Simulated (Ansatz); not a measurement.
A generator proposed this cell of AlGa3P4.

```cif
data_structure
_symmetry_space_group_name_H-M 'P 1'
_symmetry_Int_Tables_number 1
_cell_length_a 5.3298
_cell_length_b 5.3298
_cell_length_c 5.3298
_cell_angle_alpha 90.000
_cell_angle_beta 90.000
_cell_angle_gamma 90.000
_cell_volume 151.40
loop_
_atom_site_label
_atom_site_type_symbol
_atom_site_fract_x
_atom_site_fract_y
_atom_site_fract_z
_atom_site_occupancy
Al1 Al 0.50000 0.50000 0.50000 1
Ga1 Ga 0.00000 0.00000 0.50000 1
Ga2 Ga 0.00000 0.50000 0.00000 1
Ga3 Ga 0.50000 0.00000 0.00000 1
P1 P 0.75000 0.75000 0.75000 1
P2 P 0.75000 0.25000 0.25000 1
P3 P 0.25000 0.75000 0.25000 1
P4 P 0.25000 0.25000 0.75000 1
```

These are results of Ansatz, DFT PBE, scalar-relativistic, plane waves, PAW, not measurements. Plane waves to 420 eV, a k mesh through Γ of 4×4×4 on the computed 8-atom cell and Gaussian smearing (0.10 eV); no spin polarisation.

Energies over the elements count from the elements' standard structures at the same level, with no fitted energy shifts. The references include black phosphorus.

Question: Estimate its pressure, forces and energy as it stands.

Answer: The pressure is 9.5 GPa (it wants to expand), the largest force is 0.05 eV/Å, and the energy is −0.43 eV/atom against the elements. The shortest distance is 2.31 Å.

Question: How much does it gain on relaxing, and where does it end?

Answer: Relaxing gains about 0.05 eV/atom in 8 ionic steps and ends at −0.481 eV/atom on the finer mesh. The symmetry stays P-43m (No. 215). The volume per atom grows by 10.3 %, from 18.9 to 20.9 Å³. The shortest distance goes from 2.31 Å (Al–P and Ga–P) to 2.38 Å (Al–P). Conventional cell: a = 5.507 Å. Al has 4 P at 2.38 Å; Ga has 4 P at 2.39 Å; around P lie 1 Al at 2.38 Å and 3 Ga at 2.39 Å.

The last run used a 6×6×6 mesh for its 8-atom cell and Gaussian smearing of 0.02 eV. The reference form of P is held partly by dispersion forces, which this level lacks. The relaxation can't lower the symmetry of the start. A structure relaxed within its symmetry needn't be a true minimum.
